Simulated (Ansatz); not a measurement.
NaLaO$_{2}$:
```cif
data_La2Na2O4
_chemical_formula_sum 'Na2 La2 O4'
_space_group_name_H-M_alt 'P 1'
_space_group_IT_number 1
_cell_length_a 6.61136
_cell_length_b 6.61136
_cell_length_c 6.61136
_cell_angle_alpha 137.732
_cell_angle_beta 137.732
_cell_angle_gamma 61.314
loop_
_space_group_symop_operation_xyz
  'x, y, z'
loop_
_atom_site_label
_atom_site_type_symbol
_atom_site_fract_x
_atom_site_fract_y
_atom_site_fract_z
_atom_site_occupancy
Na1 Na 0.50000 0.50000 0.00000 1
Na2 Na 0.25000 0.75000 0.50000 1
La1 La 0.00000 0.00000 0.00000 1
La2 La 0.75000 0.25000 0.50000 1
O1 O 0.21473 0.21473 0.00000 1
O2 O 0.96473 0.46473 0.50000 1
O3 O 0.53527 0.03527 0.50000 1
O4 O 0.78527 0.78527 0.00000 1
```

Relaxed with PBEsol.

Task: Tabulate the valence density and the electron localisation function along the shortest Na–O contact (2.42 Å), plane-wave PAW PBEsol (Ansatz code).

Result: 

| distance from Na (Å) | density (e/Å³) | ELF |
|---|---|---|
| 0.24 | 15.64 | 0.35 |
| 0.36 | 10.45 | 0.51 |
| 0.48 | 5.41 | 0.60 |
| 0.60 | 2.05 | 0.60 |
| 0.73 | 0.64 | 0.43 |
| 0.85 | 0.27 | 0.14 |
| 0.97 | 0.16 | 0.03 |
| 1.09 | 0.13 | 0.03 |
| 1.21 | 0.16 | 0.14 |
| 1.33 | 0.23 | 0.43 |
| 1.45 | 0.36 | 0.66 |
| 1.57 | 0.60 | 0.76 |
| 1.69 | 1.03 | 0.81 |
| 1.81 | 1.83 | 0.82 |
| 1.93 | 3.16 | 0.79 |
| 2.05 | 4.82 | 0.69 |
| 2.18 | 6.31 | 0.50 |

The density is the valence pseudo-density with augmentation charge, so density and ELF within about 1 Å of a nucleus are not all-electron values.

Space group I4_1/amd. The first step of the workflow began from a Materials Project structure, measured or hypothetical; the Crystallography Open Database copy checked does not list it. Whether it is the stable phase at ambient conditions was not checked. The PBEsol relaxation kept the symmetry of its start; whether a distortion lowers the energy is not shown. Spin–orbit coupling is left out wherever it is not named.

Potentials: the later of the program's two PAW sets.
